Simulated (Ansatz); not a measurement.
## From the elastic tensor of BAs at 22 GPa (stress–strain coefficients) to moduli and sound speeds

Level of theory: DFT LDA, scalar-relativistic, plane waves, PAW in Ansatz 0.2.0. Settings: 420 eV plane-wave cutoff, Γ-centred 10×10×10 mesh, fixed occupations. No spin polarisation.

The structure is cubic, space group F-43m (No. 216). Conventional cell: a = 4.550 Å, b = 4.550 Å, c = 4.550 Å, α = 90.00°, β = 90.00°, γ = 90.00°. Around B (site symmetry -43m) lie 4 As at 1.97 Å. As (site symmetry -43m) is surrounded by 4 B at 1.97 Å.

Other phases may be more stable at this pressure. The bands were filled as in an insulator; under compression the gap may have closed between mesh points.

Relaxed-ion constants (GPa, on the Cartesian axes of the calculation):
C11 = 385.7, C12 = 152.3, C13 = 152.3, C22 = 385.7, C23 = 152.3, C33 = 385.7, C44 = 189.2, C55 = 189.2, C66 = 189.2 GPa; the others vanish.

Density 6.047 g/cm³; 2 atoms in 23.54 Å³.

The values that follow are for a polycrystal of randomly turned grains, by Hill's mean where one number stands.

With S = C⁻¹: B_V = (C11+C22+C33+2(C12+C13+C23))/9, G_V = (C11+C22+C33−C12−C13−C23+3(C44+C55+C66))/15, 1/B_R = S11+S22+S33+2(S12+S13+S23), 15/G_R = 4(S11+S22+S33−S12−S13−S23)+3(S44+S55+S66); Hill is their mean. Then v_l = √((B+4G/3)/ρ), v_t = √(G/ρ), v_m = [(2/v_t³+1/v_l³)/3]^(−1/3) and Θ = (ħ/k_B)·v_m·(6π²n/V)^(1/3) for n atoms in the volume V; E = 9BG/(3B+G), ν = (3B−2G)/(2(3B+G)) and A^U = 5G_V/G_R + B_V/B_R − 6.

- Bulk modulus, Voigt / Reuss / Hill: 230.1 / 230.1 / 230.1 GPa
- Shear modulus, Voigt / Reuss / Hill: 160.2 / 151.5 / 155.9 GPa
- Young's modulus: 381 GPa
- Poisson ratio: 0.224
- Pugh ratio B/G: 1.48
- Universal anisotropy index: 0.29
- Longitudinal and transverse sound speeds: 8511 and 5077 m/s
- Debye temperature from the mean sound speed: 736 K

Cost: 1 run of about 2.5 core-minutes, on Intel Xeon Processor @ 2.50GHz (Skylake/Cascade Lake) (shared hosts).